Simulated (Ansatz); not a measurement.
Ansatz input file:

```yaml
crystal:
  lattice:
    - [3.8835543253, 0.0, 0.0]
    - [-1.9417771626, 3.3632567027, 0.0]
    - [0.0, 0.0, 6.4123449172]
  atoms:
    - { symbol: Mn, position: [0.3333333333, 0.6666666667, 0.3811690097], spin: 2.82 }
    - { symbol: Mn, position: [0.6666666667, 0.3333333333, 0.6188309903], spin: 2.82 }
    - { symbol: Zn, position: [0.0, 0.0, 0.0] }
    - { symbol: As, position: [0.3333333333, 0.6666666667, 0.7556778978] }
    - { symbol: As, position: [0.6666666667, 0.3333333333, 0.2443221022] }
basis:
  ecutwfc: 420
kpoints:
  mp_grid: { grid: [12, 12, 6] }
hamiltonian:
  xc: pbe
scf:
  occupations: { method: gaussian, width: 0.1 }
output:
  forces: true
  stress: true
  eigenvalues: true
  populations: true
magnetization:
  spin_polarized: true
relax:
  adjacent_minimum: "off"
  f_tol: 0.01
  max_steps: 30
  cell: { stress_tol: 0.1, fix: [volume] }
```

Launched with
```bash
ansatz run input.yaml --threads 1 --pin off --max-ram 2560MiB --backend cpu --events-out ev --progress --plain --runs-dir out
```

Level of theory: DFT PBE, scalar-relativistic, plane waves, PAW (Ansatz 0.2.0).

Part of what the program printed, abridged:

```
Pseudopotentials: kind: paw
Pseudopotential: Mn, paw, valence charge 15, recommended cutoff 420 eV (normal)
Pseudopotential: Zn, paw, valence charge 12, recommended cutoff 420 eV (normal)
Pseudopotential: As, paw, valence charge 15, recommended cutoff 420 eV (normal)
Functional definition: PBE
Crystal: 5 atoms, lattice volume = 83.754 Å³
Basis set: ecut = 420 eV, 1677 PW (Γ), exchange–correlation on 54×54×90 points (8 copies of the dense FFT grid, shifted against one another)
Bands: 47, of which v1, the nominal top of the filled ones, is band 36 counted from 1 (35 counted from 0)
Symmetry: 12 space group operations
Space group: P-3m1 (ITA 164), of the structure as read, at distance tolerance 4.4e-5 Å
Magnetic group: BNS 164.85 (UNI 1315), of the structure as read, at distance tolerance 4.4e-5 Å
k-points: 100 of 864
Initial density: superposition of atomic densities (chi_scale 0.1, normalization cell)
Starting moments: Σ|m| = 5.64 μB on 2 of 5 sites
Initial wavefunctions: pseudopotential atomic-orbital guess
Functional: x = pbe(κ = 0.804, μ = 0.21951497), c = pbe(β = 0.06672455)
SCF iter   1: F=—  HF=-20827.439375 eV  |F-HF|=—  |Δ(HF+E_count)|=         —  Δρ=2.76e-2 (↑2.09e-2 ↓2.76e-2) dr2=5.11e0  dr2_m=9.55e-2  M=5.097 μB ∫|m|=5.545 μB  β_m=0.30  ethr=3.10e-3  ⟨swp⟩=5.9  Hψ=32294  notcnv=0  defer=8
Mixer restart at iter 1: flushing history
spin=Collinear: Kerker preconditioning applied to the charge; magnetization (m = ρ↑ − ρ↓) channel mixes plain (no charge-response kernel on spin).
SCF iter   2: F=—  HF=-20827.670457 eV  |F-HF|=—  |Δ(HF+E_count)|=   2.31e-1  Δρ=2.14e-2 (↑1.66e-2 ↓2.14e-2) dr2=4.11e0  dr2_m=5.35e-2  M=5.093 μB ∫|m|=5.582 μB  β_m=0.60  ethr=3.10e-3  ⟨swp⟩=2.0  Hψ=12782  notcnv=0  defer=757
SCF iter   3: F=—  HF=-20828.729084 eV  |F-HF|=—  |Δ(HF+E_count)|=    1.06e0  Δρ=1.34e-2 (↑9.42e-3 ↓1.34e-2) dr2=2.17e0  dr2_m=1.26e-2  M=4.977 μB ∫|m|=5.549 μB  β_m=0.80  ethr=3.10e-3  ⟨swp⟩=3.0  Hψ=13113  notcnv=0  defer=769
SCF iter   4: F=—  HF=-20828.189080 eV  |F-HF|=—  |Δ(HF+E_count)|=   5.40e-1  Δρ=1.30e-2 (↑1.30e-2 ↓7.71e-3) dr2=1.80e-1  dr2_m=1.45e-2  M=4.842 μB ∫|m|=5.469 μB  β_m=0.80  ethr=3.01e-3  ⟨swp⟩=3.0  Hψ=16239  notcnv=0  defer=735
SCF iter   5: F=—  HF=-20828.480801 eV  |F-HF|=—  |Δ(HF+E_count)|=         —  Δρ=4.40e-3 (↑4.40e-3 ↓4.15e-3) dr2=5.70e-2  dr2_m=4.10e-4  M=4.902 μB ∫|m|=5.494 μB  β_m=0.80  ethr=2.50e-4  ⟨swp⟩=3.0  Hψ=20421  notcnv=0  defer=748
Mixer restart at iter 5: flushing history
SCF iter   6: F=—  HF=-20828.508482 eV  |F-HF|=—  |Δ(HF+E_count)|=   2.77e-2  Δρ=7.94e-3 (↑7.94e-3 ↓6.05e-3) dr2=1.10e-1  dr2_m=1.90e-3  M=4.879 μB ∫|m|=5.454 μB  β_m=0.54  ethr=7.92e-5  ⟨swp⟩=3.0  Hψ=16669  notcnv=0  defer=737
SCF iter   7: F=—  HF=-20828.469379 eV  |F-HF|=—  |Δ(HF+E_count)|=   3.91e-2  Δρ=2.05e-3 (↑1.59e-3 ↓2.05e-3) dr2=1.08e-2  dr2_m=1.32e-4  M=4.915 μB ∫|m|=5.492 μB  β_m=0.80  ethr=7.92e-5  ⟨swp⟩=2.0  Hψ=15662  notcnv=0  defer=738
SCF iter   8: F=—  HF=-20828.473528 eV  |F-HF|=—  |Δ(HF+E_count)|=   4.15e-3  Δρ=1.38e-3 (↑1.38e-3 ↓7.36e-4) dr2=5.43e-4  dr2_m=7.20e-4  M=4.968 μB ∫|m|=5.542 μB  β_m=0.90  ethr=1.50e-5  ⟨swp⟩=2.0  Hψ=14069  notcnv=0  defer=738
SCF iter   9: F=—  HF=-20828.473775 eV  |F-HF|=—  |Δ(HF+E_count)|=   2.48e-4  Δρ=8.12e-4 (↑8.12e-4 ↓3.26e-4) dr2=8.09e-4  dr2_m=6.30e-5  M=4.954 μB ∫|m|=5.530 μB  β_m=0.67  ethr=7.55e-7  ⟨swp⟩=2.0  Hψ=17310  notcnv=0  defer=738
SCF iter  10: F=—  HF=-20828.473572 eV  |F-HF|=—  |Δ(HF+E_count)|=   2.03e-4  Δρ=1.07e-4 (↑1.07e-4 ↓8.65e-5) dr2=7.36e-5  dr2_m=2.99e-7  M=4.964 μB ∫|m|=5.541 μB  β_m=0.79  ethr=7.55e-7  ⟨swp⟩=2.0  Hψ=16212  notcnv=0  defer=738
SCF iter  11: F=—  HF=-20828.473565 eV  |F-HF|=—  |Δ(HF+E_count)|=   7.78e-6  Δρ=9.94e-5 (↑9.94e-5 ↓4.88e-5) dr2=3.12e-5  dr2_m=7.16e-7  M=4.965 μB ∫|m|=5.542 μB  β_m=0.89  ethr=1.02e-7  ⟨swp⟩=1.0  Hψ=9401  notcnv=0  defer=738
SCF iter  12: F=—  HF=-20828.473564 eV  |F-HF|=—  |Δ(HF+E_count)|=   4.26e-7  Δρ=4.11e-5 (↑4.11e-5 ↓1.59e-5) dr2=3.11e-6  dr2_m=2.61e-7  M=4.965 μB ∫|m|=5.541 μB  β_m=0.83  ethr=4.33e-8  ⟨swp⟩=2.2  Hψ=11558  notcnv=0  defer=738
SCF iter  13: F=—  HF=-20828.473564 eV  |F-HF|=—  |Δ(HF+E_count)|=   5.11e-7  Δρ=1.86e-5 (↑1.86e-5 ↓1.01e-5) dr2=3.19e-7  dr2_m=1.13e-7  M=4.965 μB ∫|m|=5.541 μB  β_m=0.82  ethr=4.32e-9  ⟨swp⟩=2.0  Hψ=14678  notcnv=0  defer=738
SCF iter  14: F=—  HF=-20828.473564 eV  |F-HF|=—  |Δ(HF+E_count)|=   4.08e-8  Δρ=3.75e-6 (↑3.44e-6 ↓3.75e-6) dr2=5.09e-8  dr2_m=1.10e-10  M=4.965 μB ∫|m|=5.541 μB  β_m=0.91  ethr=4.44e-10  ⟨swp⟩=2.0  Hψ=14997  notcnv=0  defer=738
SCF iter  15: F=-20828.473564 eV  HF=-20828.473564 eV  |F-HF|=1.48e-8  |Δ(HF+E_count)|=   2.77e-8  Δρ=2.61e-6 (↑2.61e-6 ↓2.18e-6) dr2=1.84e-8  dr2_m=7.46e-11  M=4.965 μB ∫|m|=5.541 μB  ethr=7.07e-11  ⟨swp⟩=8.7  Hψ=38243  notcnv=0
SCF 1 converged in 15 iterations: F = -20828.473564 eV  dr2 = 1.84e-8
relax step   1: F+E_penalty+E_count = -20828.47356367 eV  Δ(F+E_penalty+E_count) = +0.000e0 eV  max|allowed force component| = 8.723e-2 eV/Å  Δτ_max = 0.0000 Å  P = +1.891 GPa  Ω = 83.754 Å³  fix = [volume]  reactions: volume +1.891 GPa (15 SCF iters, dr2 threshold 1.00e-7 eV, accepted)
Initial density: handed on by an earlier stage of this run
Starting moments: Σ|m| = 5.64 μB on 2 of 5 sites; this step starts from the density that it was given
Initial wavefunctions: those handed on with the density
SCF iter   1: F=—  HF=-20828.474362 eV  |F-HF|=—  |Δ(HF+E_count)|=         —  Δρ=7.85e-4 (↑7.85e-4 ↓4.19e-4) dr2=1.44e-4  dr2_m=2.55e-4  M=4.985 μB ∫|m|=5.562 μB  β_m=0.65  ethr=1.99e-7  ⟨swp⟩=2.0  Hψ=38862  notcnv=0
spin=Collinear: Kerker preconditioning applied to the charge; magnetization (m = ρ↑ − ρ↓) channel mixes plain (no charge-response kernel on spin).
SCF iter   2: F=—  HF=-20828.474329 eV  |F-HF|=—  |Δ(HF+E_count)|=   3.30e-5  Δρ=1.91e-4 (↑1.17e-4 ↓1.91e-4) dr2=5.41e-5  dr2_m=2.94e-6  M=4.981 μB ∫|m|=5.558 μB  β_m=0.47  ethr=1.99e-7  ⟨swp⟩=2.0  Hψ=16492  notcnv=0
SCF iter   3: F=—  HF=-20828.474357 eV  |F-HF|=—  |Δ(HF+E_count)|=   2.81e-5  Δρ=1.80e-4 (↑1.59e-4 ↓1.80e-4) dr2=1.25e-5  dr2_m=2.02e-5  M=4.985 μB ∫|m|=5.562 μB  β_m=0.72  ethr=7.52e-8  ⟨swp⟩=2.0  Hψ=16221  notcnv=0
SCF iter   4: F=—  HF=-20828.474390 eV  |F-HF|=—  |Δ(HF+E_count)|=   3.24e-5  Δρ=9.88e-5 (↑6.12e-5 ↓9.88e-5) dr2=1.19e-5  dr2_m=3.88e-6  M=4.987 μB ∫|m|=5.564 μB  β_m=0.86  ethr=1.74e-8  ⟨swp⟩=2.0  Hψ=12784  notcnv=0
SCF iter   5: F=—  HF=-20828.474397 eV  |F-HF|=—  |Δ(HF+E_count)|=   7.81e-6  Δρ=5.96e-5 (↑5.86e-5 ↓5.96e-5) dr2=6.71e-6  dr2_m=1.85e-8  M=4.989 μB ∫|m|=5.567 μB  β_m=0.67  ethr=1.65e-8  ⟨swp⟩=2.0  Hψ=12884  notcnv=0
SCF iter   6: F=—  HF=-20828.474391 eV  |F-HF|=—  |Δ(HF+E_count)|=   6.40e-6  Δρ=3.25e-5 (↑3.25e-5 ↓1.31e-5) dr2=9.75e-7  dr2_m=1.37e-7  M=4.991 μB ∫|m|=5.568 μB  β_m=0.84  ethr=9.32e-9  ⟨swp⟩=2.0  Hψ=12617  notcnv=0
SCF iter   7: F=—  HF=-20828.474393 eV  |F-HF|=—  |Δ(HF+E_count)|=   1.88e-6  Δρ=5.04e-6 (↑5.04e-6 ↓2.96e-6) dr2=4.11e-8  dr2_m=1.47e-9  M=4.990 μB ∫|m|=5.567 μB  β_m=0.92  ethr=1.35e-9  ⟨swp⟩=2.0  Hψ=16268  notcnv=0
SCF iter   8: F=-20828.474393 eV  HF=-20828.474393 eV  |F-HF|=1.86e-7  |Δ(HF+E_count)|=   1.49e-7  Δρ=7.11e-6 (↑5.92e-6 ↓7.11e-6) dr2=2.02e-7  dr2_m=5.39e-10  M=4.989 μB ∫|m|=5.567 μB  ethr=5.71e-11  ⟨swp⟩=1.7  Hψ=28481  notcnv=0
SCF 2 converged in 8 iterations: F = -20828.474393 eV  dr2 = 2.02e-7
relax step   2: F+E_penalty+E_count = -20828.47439285 eV  Δ(F+E_penalty+E_count) = -8.292e-4 eV  max|allowed force component| = 3.530e-2 eV/Å  Δτ_max = 0.0066 Å  P = +1.806 GPa  Ω = 83.754 Å³  energy of the carried Pulay correction = +9.326e-18 eV  fix = [volume]  reactions: volume +1.806 GPa (8 SCF iters, dr2 threshold 4.76e-7 eV, accepted)
SCF iter   1: F=—  HF=-20828.474538 eV  |F-HF|=—  |Δ(HF+E_count)|=         —  Δρ=3.91e-4 (↑3.91e-4 ↓2.67e-4) dr2=3.76e-5  dr2_m=6.93e-5  M=5.000 μB ∫|m|=5.577 μB  β_m=0.65  ethr=5.17e-8  ⟨swp⟩=2.1  Hψ=34532  notcnv=0
spin=Collinear: Kerker preconditioning applied to the charge; magnetization (m = ρ↑ − ρ↓) channel mixes plain (no charge-response kernel on spin).
SCF iter   2: F=—  HF=-20828.474545 eV  |F-HF|=—  |Δ(HF+E_count)|=   7.85e-6  Δρ=1.16e-4 (↑7.49e-5 ↓1.16e-4) dr2=1.92e-5  dr2_m=2.52e-6  M=4.998 μB ∫|m|=5.575 μB  β_m=0.48  ethr=5.17e-8  ⟨swp⟩=2.0  Hψ=16640  notcnv=0
SCF iter   3: F=—  HF=-20828.474556 eV  |F-HF|=—  |Δ(HF+E_count)|=   1.05e-5  Δρ=9.75e-5 (↑8.43e-5 ↓9.75e-5) dr2=5.59e-6  dr2_m=5.58e-6  M=5.000 μB ∫|m|=5.577 μB  β_m=0.68  ethr=2.67e-8  ⟨swp⟩=2.0  Hψ=16214  notcnv=0
SCF iter   4: F=—  HF=-20828.474565 eV  |F-HF|=—  |Δ(HF+E_count)|=   9.18e-6  Δρ=3.51e-5 (↑1.64e-5 ↓3.51e-5) dr2=4.05e-6  dr2_m=2.56e-7  M=5.001 μB ∫|m|=5.579 μB  β_m=0.84  ethr=7.77e-9  ⟨swp⟩=2.0  Hψ=14725  notcnv=0
SCF iter   5: F=—  HF=-20828.474566 eV  |F-HF|=—  |Δ(HF+E_count)|=   8.06e-7  Δρ=2.92e-5 (↑2.92e-5 ↓2.86e-5) dr2=1.45e-6  dr2_m=3.54e-8  M=5.002 μB ∫|m|=5.580 μB  β_m=0.65  ethr=5.62e-9  ⟨swp⟩=2.0  Hψ=12805  notcnv=0
SCF iter   6: F=—  HF=-20828.474565 eV  |F-HF|=—  |Δ(HF+E_count)|=   1.10e-6  Δρ=1.79e-5 (↑1.79e-5 ↓5.53e-6) dr2=2.19e-7  dr2_m=5.69e-8  M=5.002 μB ∫|m|=5.580 μB  β_m=0.83  ethr=2.01e-9  ⟨swp⟩=2.0  Hψ=12482  notcnv=0
SCF iter   7: F=—  HF=-20828.474565 eV  |F-HF|=—  |Δ(HF+E_count)|=   3.62e-7  Δρ=2.10e-6 (↑2.10e-6 ↓1.71e-6) dr2=1.13e-8  dr2_m=1.36e-10  M=5.002 μB ∫|m|=5.580 μB  β_m=0.91  ethr=3.04e-10  ⟨swp⟩=2.0  Hψ=16269  notcnv=0
SCF iter   8: F=-20828.474565 eV  HF=-20828.474565 eV  |F-HF|=4.08e-8  |Δ(HF+E_count)|=   3.04e-8  Δρ=3.39e-6 (↑2.68e-6 ↓3.39e-6) dr2=4.44e-8  dr2_m=1.67e-10  M=5.002 μB ∫|m|=5.579 μB  ethr=1.57e-11  ⟨swp⟩=2.0  Hψ=28840  notcnv=0
SCF 3 converged in 8 iterations: F = -20828.474565 eV  dr2 = 4.44e-8
relax step   3: F+E_penalty+E_count = -20828.47456525 eV  Δ(F+E_penalty+E_count) = -1.724e-4 eV  max|allowed force component| = 4.795e-3 eV/Å  Δτ_max = 0.0038 Å  P = +1.761 GPa  Ω = 83.754 Å³  energy of the carried Pulay correction = -1.399e-17 eV  fix = [volume]  reactions: volume +1.761 GPa (8 SCF iters, dr2 threshold 7.79e-8 eV, accepted)
Initial wavefunctions: pseudopotential atomic-orbital guess (no wavefunctions were taken with the density)
SCF iter   1: F=—  HF=-20828.474546 eV  |F-HF|=—  |Δ(HF+E_count)|=         —  Δρ=2.71e-5 (↑2.71e-5 ↓2.71e-5) dr2=5.24e-8  dr2_m=1.31e-10  M=5.002 μB ∫|m|=5.579 μB  β_m=0.65  ethr=7.95e-8  ⟨swp⟩=3.0  Hψ=58873  notcnv=0
spin=Collinear: Kerker preconditioning applied to the charge; magnetization (m = ρ↑ − ρ↓) channel mixes plain (no charge-response kernel on spin).
SCF iter   2: F=—  HF=-20828.474562 eV  |F-HF|=—  |Δ(HF+E_count)|=   1.61e-5  Δρ=9.76e-6 (↑9.76e-6 ↓9.72e-6) dr2=6.93e-9  dr2_m=8.08e-10  M=5.002 μB ∫|m|=5.579 μB  β_m=0.65  ethr=7.28e-11  ⟨swp⟩=2.0  Hψ=16464  notcnv=0
SCF iter   3: F=—  HF=-20828.474564 eV  |F-HF|=—  |Δ(HF+E_count)|=   1.91e-6  Δρ=9.69e-7 (↑9.69e-7 ↓7.12e-7) dr2=1.27e-9  dr2_m=2.80e-11  M=5.002 μB ∫|m|=5.579 μB  β_m=0.58  ethr=9.62e-12  ⟨swp⟩=2.5  Hψ=14139  notcnv=0
SCF iter   4: F=—  HF=-20828.474564 eV  |F-HF|=—  |Δ(HF+E_count)|=   7.33e-9  Δρ=4.60e-7 (↑3.67e-7 ↓4.60e-7) dr2=2.08e-10  dr2_m=1.07e-10  M=5.002 μB ∫|m|=5.579 μB  β_m=0.79  ethr=1.76e-12  ⟨swp⟩=2.0  Hψ=14504  notcnv=0
SCF iter   5: F=—  HF=-20828.474564 eV  |F-HF|=—  |Δ(HF+E_count)|=  4.44e-10  Δρ=3.99e-7 (↑3.99e-7 ↓2.14e-7) dr2=6.17e-11  dr2_m=5.54e-11  M=5.002 μB ∫|m|=5.579 μB  β_m=0.71  ethr=1.00e-12  ⟨swp⟩=2.0  Hψ=12602  notcnv=0
SCF iter   6: F=-20828.474564 eV  HF=-20828.474564 eV  |F-HF|=1.86e-10  |Δ(HF+E_count)|=  1.09e-11  Δρ=2.77e-7 (↑2.77e-7 ↓2.16e-7) dr2=1.95e-10  dr2_m=1.09e-12  M=5.002 μB ∫|m|=5.579 μB  ethr=1.00e-12  ⟨swp⟩=3.0  Hψ=32965  notcnv=0
SCF 4 converged in 6 iterations: F = -20828.474564 eV  dr2 = 1.95e-10
an SCF from antiferromagnetic starting moments (-2.82, 2.82, 0.00, 0.00, 0.00 Bohr magnetons, atom by atom) was not made, so that it is not known whether that order lies lower: the deck asks for what bars it, or types moments that do (magnetization.spin_polarized, in the input reference, names some of the keys), or the run goes by scf.lower_state_search: light, the default, which as a rule tries one only behind a close that has lost an order of both signs, or on which an open d or half-filled 4f shell of a PAW file has lost a moment that was set nearer to Hund's than to what is left; or, under a Hubbard U, one that names an f shell that the input leaves bare beside given moments, or a larger ...
SCF converged after 6 iterations
Magnetization: 5.0018 μB (38.5009 up, 33.4991 down)
Absolute magnetization: 5.5742 μB (∫|ρ↑−ρ↓|, with the PAW one-centre terms)
Spin contamination: 0.1970 ħ² per cell (⟨S²⟩ above its minimum at these occupations)
Per-site moments (μB) at R_I (Å): [(2.41693691, 0.99289052), (2.41693691, 0.99289052), (0.03114834, 1.12587233), (-0.08814512, 0.99289052), (-0.08814512, 0.99289052)]
Free energy (F): -20828.474564 eV
Harris-Foulkes:  -20828.474564 eV  (|F-HF|=1.86e-10)
Internal energy: -20828.455706 eV  (E = F + TS)
E sigma→0 (E₀):  -20828.465135 eV
Entropy (-TS):   -0.018857 eV (-3.771 meV/atom)
Fermi energy:    12.538441 eV
--- Per-component energies (eV) ---
  E_band       = -874.995166
  E_kinetic    = 951.982160
  E_local      = -9165.979844  (includes V_loc(G=0)·N_el)
  E_nonlocal   = -235.737708
  E_hartree    = 4309.187060
  E_xc         = -523.059281
  E_vxc        = -501.739744  (∫ρ·V_xc dr)
  E_paw        = -8105.297174  (= ΣΔE_a)
  E_vpaw       = -541.894930  (= ΣTr[D̂ρ^β])
  E_aug_tail   = -0.000354  (compensation charges beyond the density's cutoff)
  E_ewald      = -8059.550565
  E_smearing   = -0.018857  (= −TS)
--- Forces (eV/Å), atoms counted from 1 ---
  atom   1  Mn     0.00000000     0.00000000     0.00477848
  atom   2  Mn     0.00000000     0.00000000    -0.00477848
  atom   3  Zn     0.00000000     0.00000000     0.00000000
  atom   4  As     0.00000000     0.00000000     0.00304125
  atom   5  As     0.00000000     0.00000000    -0.00304125
--- Stress (GPa, compression-positive) ---
        1.739815       0.000000       0.000000
        0.000000       1.739815       0.000000
        0.000000       0.000000       1.804476
  P = ⅓ Tr σ = 1.7614 GPa (17.614 kbar)
--- Band table (eV; the first three rows and the last of 200) ---
  k-point 0 ↑: bands = ["-67.7038", "-67.6781", "-36.5412", "-36.5412", "-36.4719", "-36.4719", "-36.4166", "-36.3581", "-23.0514", "-23.0495", "-23.0448", "-23.0448", "-23.0444", "-23.0444", "-23.0295", "-23.0295", "-23.0284", "-23.0284", "-0.4084", "1.1170", "4.9900", "5.0515", "5.0515", "5.1968", "5.1968", "6.3161", "8.7252", "8.7252", "8.8102", "9.2699", "9.2699", "10.5531", "10.5531", "11.2089", "11.5616", "11.5616", "14.0185", "14.2031", "14.2031", "14.4132", "14.4132", "14.5090", "16.0570", "18.0861", "18.0861", "18.7293", "19.6119"]
  k-point 1 ↑: bands = ["-67.7038", "-67.6781", "-36.5412", "-36.5412", "-36.4719", "-36.4719", "-36.4166", "-36.3581", "-23.0515", "-23.0494", "-23.0448", "-23.0448", "-23.0444", "-23.0444", "-23.0295", "-23.0295", "-23.0285", "-23.0285", "-0.3328", "0.9760", "5.0164", "5.0505", "5.0505", "5.1970", "5.1970", "6.4428", "8.7356", "8.7356", "8.8187", "9.2474", "9.2474", "10.5647", "10.5647", "11.2065", "11.5717", "11.5717", "13.3814", "14.1932", "14.1932", "14.4839", "14.4839", "15.1569", "15.8898", "17.7097", "17.7097", "18.7274", "19.7733"]
  k-point 2 ↑: bands = ["-67.7038", "-67.6781", "-36.5412", "-36.5412", "-36.4719", "-36.4719", "-36.4166", "-36.3582", "-23.0516", "-23.0493", "-23.0449", "-23.0449", "-23.0444", "-23.0444", "-23.0293", "-23.0293", "-23.0286", "-23.0286", "-0.1167", "0.6385", "5.0485", "5.0485", "5.0566", "5.1974", "5.1974", "6.7165", "8.7590", "8.7590", "8.8274", "9.2003", "9.2003", "10.5885", "10.5885", "11.2011", "11.5900", "11.5900", "12.7721", "14.1795", "14.1795", "14.6443", "14.6443", "15.5288", "15.7755", "17.1373", "17.1373", "18.9042", "19.8001"]
  k-point 99 ↓: bands = ["-64.9779", "-64.9779", "-33.9070", "-33.9070", "-33.8271", "-33.7547", "-33.7547", "-33.7221", "-23.0658", "-23.0658", "-23.0643", "-23.0633", "-23.0633", "-23.0628", "-23.0500", "-23.0497", "-23.0494", "-23.0494", "1.3959", "1.3959", "5.1349", "5.1349", "5.2144", "5.2377", "5.2377", "6.8316", "7.6001", "7.6001", "8.2834", "10.7842", "10.7842", "11.5874", "12.2377", "12.4397", "12.4397", "12.7630", "13.8909", "13.8909", "13.9748", "14.6836", "14.6836", "16.9505", "17.5074", "17.5074", "18.0360", "21.1369", "21.1369"]
--- Relaxed structure (3 steps of the walk, 3 accepted, 1 SCFs on fresh bases) ---
  F+E_penalty+E_count = -20828.47456378 eV   max|allowed force component| = 4.778e-3 eV/Å   (the final SCF, on the basis selected at the relaxed cell)
  cell:  # Å, volume = 83.7541 Å³
    - [3.88583072, 0.0, 0.0]
    - [-1.94291536, 3.36522812, 0.0]
    - [0.0, 0.0, 6.40483414]
  atoms:
    - { symbol: Mn, position: [0.33333333, 0.66666666, 0.38148874] }
    - { symbol: Mn, position: [0.66666666, 0.33333333, 0.61851125] }
    - { symbol: Zn, position: [0.0, 0.0, 0.0] }
    - { symbol: As, position: [0.33333333, 0.66666666, 0.75729978] }
    - { symbol: As, position: [0.66666666, 0.33333333, 0.24270021] }
--- Löwdin populations: 5 sites ---
  site symbol q [e]    m [muB]
     0     Mn     14.5095     2.6542
     1     Mn     14.5095     2.6542
     2     Zn     10.8679     0.0553
     3     As     15.7643    -0.1810
     4     As     15.7643    -0.1810
  spilling = 0.008117 (of n_electrons = 72.000000)
```

The relaxation met its thresholds.

Time: 3.9 min on 1 thread of Arm Neoverse V1 (shared host), peak memory 0.82 GiB.

Only parallel moments were tried here.